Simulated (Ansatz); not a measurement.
## Si: stiffness from a series of strains

```yaml
crystal:
  lattice:
    - [-2.25100, 2.36850, 1.27500]
    - [2.25100, -2.36850, 1.27500]
    - [2.25100, 2.36850, -1.27500]
  atoms:
    - { symbol: Si, position: [0.80700, 0.55700, 0.25000] }
    - { symbol: Si, position: [0.19300, 0.44300, 0.75000] }
```

Atom numbers follow the list: Si1, Si2.

The cell comes from COD entry 9011656, which wasn't checked; take it as a given geometry.

Theory: DFT, LDA, all-electron LAPW, scalar-relativistic (Ansatz 0.2.0).

Sampling and basis: a Γ-centred 16×16×16 k mesh, Fermi–Dirac smearing of 0.05 eV, basis error target 0.5 meV/atom, no spin polarisation.

The strain is applied along the Cartesian axes of the cell as listed (the other components stay zero). Fractional coordinates are held (clamped ions).

σ is the change of stress from the unstrained cell, which is at 10.79 GPa; tension is positive, so slopes are stress–strain coefficients at that pressure. In a metal the k mesh adds noise.

Only quantities that a quadratic follows smoothly over the whole series are listed; rougher ones are left out.

```
εxx = εyy  σzz (GPa)  σxx (GPa)
  -0.0300      -7.25     -11.16
  -0.0200      -4.47      -7.20
  -0.0100      -2.26      -3.32
   0.0000       0.00       0.00
   0.0200       4.37       5.54
   0.0300       6.42       7.95
```

(1) Fit the series and read off the stiffness at zero strain.

(2) One run, at εxx = εyy = 0.0100, is withheld. Predict its row.

Answers

(1) Least-squares fits y = p0 + p1 x + p2 x² to the rows give σzz (GPa): p1 = 226, p2 = -500; σxx (GPa): p1 = 318, p2 = -1800. So C13 + C23 = 226 GPa and C11 + C12 = 318 GPa, for these axes.

(2) The fits give 2.28, 2.97; the run gave 2.19, 2.91.
